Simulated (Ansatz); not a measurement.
# Computed properties of Ti

Ti:
```yaml
crystal:
  lattice:
    - [4.45082, 0.00000, 0.00000]
    - [-2.22541, 3.85452, 0.00000]
    - [0.00000, 0.00000, 2.77073]
  atoms:
    - { symbol: Ti, position: [0.00000, 0.00000, 0.00000] }
    - { symbol: Ti, position: [0.33333, 0.66667, 0.50000] }
    - { symbol: Ti, position: [0.66667, 0.33333, 0.50000] }
```

Space group P6/mmm (No. 191); conventional cell a = b = 4.451 Å, c = 2.771 Å, α = β = 90.00°, γ = 120.00°.

Method: plane-wave PAW LDA (Ansatz code). Geometry: relaxed at this level of theory. Other levels are named where they apply.

**Cell and energy**

```yaml
volume_per_atom: 15.84 Å³
density: 5.02 g/cm³
```

**Electronic structure**

```yaml
electronic_character: metallic (no gap)
Density of states at the Fermi level: 0.91 states/eV per atom (mean over ±0.08 eV)
```

**Mechanics**

```yaml
Bulk modulus (Birch–Murnaghan fit): 1270 kbar
Pressure derivative B′: 3.5
Elastic constants (relaxed ions, GPa): C11 = 208, C12 = 101, C13 = 66.6, C33 = 263, C44 = 52.1
mechanical_stability: stable (all eigenvalues of C positive)
hill_bulk_and_shear_moduli: 128 and 59.5 GPa
Young's modulus: 155 GPa
Poisson's ratio: 0.30
debye_temperature_from_the_elastic_constants: 456 K
```

This is a known high-pressure phase of the composition, computed here at zero pressure and temperature. The LDA relaxation kept the symmetry of its start; its stability against distortions is not shown here. The run is not spin-polarised. As this level gives no gap, shear constants depend on the k-mesh and smearing (Fermi–Dirac, 0.1 eV here). Axis ratios of metals converge slowly with the k-mesh, so a and c are less sure than the volume.

Potentials: the later of the program's two PAW sets.
